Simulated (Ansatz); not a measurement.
## Quadrupolar parameters in Cs4MnSb2Cl12

The cell is a computed structure from the Materials Project (it need not be an observed phase), atoms as given.

```
Cs Mn Sb Cl
1.0
     6.65502   -3.83869    0.00000
     6.65502    3.83869    0.00000
    -4.38971    0.00000   12.43705
Cs Mn Sb Cl
4 1 2 12
Cartesian
  4.4727 0.0000 10.8100
  4.4476 0.0000 1.6270
  8.9009 0.0000 7.7033
  0.0194 0.0000 4.7337
  4.4602 0.0000 6.2185
  0.0295 0.0000 9.3625
  8.8908 0.0000 3.0745
  5.5089 1.7902 7.6810
  3.4114 1.7902 4.7560
  3.4114 -1.7902 4.7560
  5.5089 -1.7902 7.6810
  2.4056 0.0000 7.6977
  6.5148 0.0000 4.7393
  1.0597 1.7914 10.7903
  7.8606 1.7914 1.6467
  7.8606 -1.7914 1.6467
  1.0597 -1.7914 10.7903
  -2.0373 0.0000 10.7835
  10.9576 0.0000 1.6535
```

Atoms are numbered from 1 in the order listed; like atoms form one site, named after its first atom.

The numbers come from a DFT calculation in Ansatz (r2SCAN, plane waves and PAW, scalar-relativistic, collinear spin, 500 eV cutoff, Γ-centred 4×4×3 k-points, Fermi–Dirac smearing 0.02 eV). Start moments as typed (μB): 5 on each Mn, none on the rest.

Conventions: |V_zz| ≥ |V_yy| ≥ |V_xx|, η = (V_xx − V_yy)/V_zz, C_Q = eQV_zz/h. Directions are in the Cartesian axes of the cell vectors above, for the atom listed; none is given where the gradient is under 0.02 or η is above 0.95.

(1) Which values are expected at the nuclei?

Answers

(1) 

```
site  first atom                                 first shell  V_zz (10²¹ V/m²)     η  direction of V_zz (x, y, z)
 Cs1           1                        12 Cl at 3.74–3.89 Å             -1.15  0.04               0.01 0.00 1.00
 Cs3           3                        12 Cl at 3.77–3.89 Å              0.72  0.13               0.09 0.00 1.00
  Mn           5                         6 Cl at 2.53–2.54 Å             -0.19  0.74              -0.45 0.00 0.89
  Sb           6         3 Cl at 2.51 Å; also 3 Cl at 2.90 Å             -9.76  0.01              -0.01 0.00 1.00
 Cl8           8  1 Mn at 2.54 Å, 1 Sb at 2.90 Å, angle 180°             10.04  0.00               0.40 0.69 0.60
Cl12          12  1 Mn at 2.53 Å, 1 Sb at 2.90 Å, angle 179°             10.04  0.00              0.80 0.00 -0.59
Cl14          14                              1 Sb at 2.51 Å             15.04  0.02               0.41 0.72 0.57
Cl18          18                              1 Sb at 2.51 Å             15.10  0.02              0.83 0.00 -0.56
```

At Cl14 and Cl18 V_zz points along its bond to Sb (within 1°) in each case. At Sb V_zz stands upright on the plane through its three neighbours (within 1°). At Cl8 V_zz points along the line of its two bonds (within 2°).

The largest force is 0.3 eV/Å, so the atoms aren't at the calculated equilibrium and relaxing them would move these values. The program didn't check the stability of this electronic state in full, so a lower one may lie near. Without spin–orbit coupling (the program notes it for Cs and Sb) the gradients are little affected as a rule: paired runs on crystals with a gap mostly move them by under 2 % at such atoms. With these PAW files V_zz is typically within 2 to 3 % of all-electron values, but misses above 10 % occur on Sb. All moments are parallel here, as the start or the cell imposes; many such compounds order antiparallel, where fields and spin densities carried over to other atoms largely cancel. The magnetic order is the one that the run reached from its start moments, not necessarily the measured one.

The run took 13 min of wall time (25 min of CPU time) and 4 GiB at its peak, on 2 threads of Arm Neoverse N1 (aarch64; 36 cores open to the job, memory cap 5.0 GiB, no GPU), a shared host with a load of 0.9 a core.
